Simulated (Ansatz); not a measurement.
Starting cell, WC (WC type, space group P-6m2):

```
WC
1.0
    2.92185     0.00000     0.00000
   -1.46093     2.53040     0.00000
    0.00000     0.00000     2.84710
W C
1 1
Cartesian
  0.00000   0.00000   0.00000
  1.46093   0.84347   1.42355
```

In this cell atom 2 (C, nearest neighbour W at 2.207 Å; its periodic images, 2.8 Å or more away, move with it) is moved by s along Cartesian x, unit vector (1.000, 0.000, 0.000); all other atoms and the cell stay fixed.

The numbers are results of PBE (plane waves to 420 eV, PAW, scalar-relativistic; Ansatz, a quantum-chemistry and plane-wave program), not measurements. k mesh 15×15×13 (Γ-centred), Fermi-Dirac smearing 0.05 eV. Energies are smeared free energies. With partly filled bands, energies and forces of such displacements shift with the k mesh and the smearing. Spin-orbit coupling is left out, though W is heavy. WC is run without spin polarisation. WC was relaxed with its symmetry unable to fall. The zero of ΔE is the undisplaced structure.

**Question.** Predict the ΔE (meV/cell) at s (Å) = -0.660, -0.396, -0.264, -0.132, 0.132.

**Answer.** 
| s (Å) | ΔE (meV/cell) |
|---|---|
| -0.660 | 2612 |
| -0.396 | 1106 |
| -0.264 | 511 |
| -0.132 | 130 |
| 0.132 | 130 |

(A displaced cell: forces are minus the slopes of the energy, force constants its curvatures, and phonons follow from these.)
